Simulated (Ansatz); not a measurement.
A trial cell of SnO was relaxed with PBE (plane waves to 420 eV, PAW, scalar-relativistic; Ansatz, a program for electronic structure).

Before: Pnma (No. 62), oP8; a = 9.408 Å, b = 3.271 Å, c = 3.864 Å, α = β = γ = 90.00°.

After relaxation:

Simulated powder pattern, Cu Kα, λ = 1.54184 Å (kinematic, ideal powder, no thermal factors, no anomalous dispersion; the 24 strongest lines at most, above 1 %, up to 2θ = 90°):

| 2θ (°) | I/Imax (%) |
|---|---|
| 17.48 | 7.4 |
| 29.03 | 100 |
| 32.75 | 27 |
| 35.38 | 10 |
| 42.62 | 2.5 |
| 46.99 | 17 |
| 48.98 | 28 |
| 50.51 | 1.4 |
| 56.19 | 30 |
| 59.67 | 11 |
| 60.17 | 9.1 |
| 64.82 | 2.5 |
| 65.30 | 1.4 |
| 68.65 | 5.1 |
| 74.86 | 1.5 |
| 76.20 | 6.1 |
| 78.16 | 4.7 |
| 79.22 | 9.4 |
| 79.53 | 1.5 |
| 79.66 | 4.1 |
| 84.13 | 2.8 |
| 88.83 | 9.6 |

### Question
Identify the relaxed structure from its pattern: crystal system, space group and cell.

### Answer
Tetragonal, P4/nmm, origin choice 1 (No. 129), tP4, AFLOW prototype AB_tP4_129_a_c (B10, as in PbO); a = 3.867 Å, b = 3.867 Å, c = 5.074 Å, α = 90.00°, β = 90.00°, γ = 90.00°. Sites: Sn 2c (0.000, 0.500, 0.272); O 2b (0.500, 0.500, 0.500).

### Question
Index the strongest lines.

### Answer
29.03° (101), 32.75° (110), 46.99° (200), 48.98° (112), 56.19° (211).

No spin polarisation in the result.

The run could not lose the symmetry of its start; a randomly shaken copy of 8 atoms returns to this structure.

The first start was generated by placing the elements on the sites of a structure type. A measured structure of SnO has the same space group, P4/nmm (No. 129); the sites were not compared with it.
